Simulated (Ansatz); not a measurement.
Given:

Relaxed BN (h-BN type, space group P6_3/mmc):

```xyz
4
Lattice="2.5058 0.0000 0.0000 -1.2529 2.1701 0.0000 0.0000 0.0000 6.6162" Properties=species:S:1:pos:R:3 pbc="T T T"
B      0.0000     1.4467     1.6541
B      1.2529     0.7234     4.9622
N      0.0000     1.4467     4.9622
N      1.2529     0.7234     1.6541
```

In this cell atom 1 (B, nearest neighbour N at 1.447 Å; its periodic images, 2.5 Å or more away, move with it) is moved by s towards the nearest neighbour, unit vector (-0.866, -0.500, 0.000); all other atoms and the cell stay fixed.

Method: PBE-D3(BJ) (plane waves to 420 eV, PAW, scalar-relativistic; Ansatz, a quantum-chemistry and plane-wave program). k mesh 12×12×4 (Γ-centred), Fermi-Dirac smearing 0.05 eV. E stands for the smeared free energy. Left out: 1 of 11 points, with atoms too close for the PAW data. BN was relaxed with its symmetry unable to fall. The PAW data are Ansatz's earlier set. ΔE is measured from the undisplaced structure.

The scan covers s from -0.290 to 0.232 Å in 10 points.

### Question
Is the energy the same for displacements of ±0.232 Å, and if not, which side lies higher?

### Answer
Not even: the positive side lies higher at ±0.232 Å. With its periodic images moving along, the atom's site symmetry in this cell is -6m2.

### Question
What is the energy change at s = 0.232 Å?

### Answer
1435 meV/cell.

### Question
What force acts on the atom along the line at s = -0.290 Å?

### Answer
6.39 eV/Å.

### Question
What is the force constant k = d²E/ds² of this move at s = 0?

### Answer
41.1 eV/Å².

(For displaced atoms, the force is minus the slope of the energy, and its curvature is a force constant, which sets phonon frequencies.)
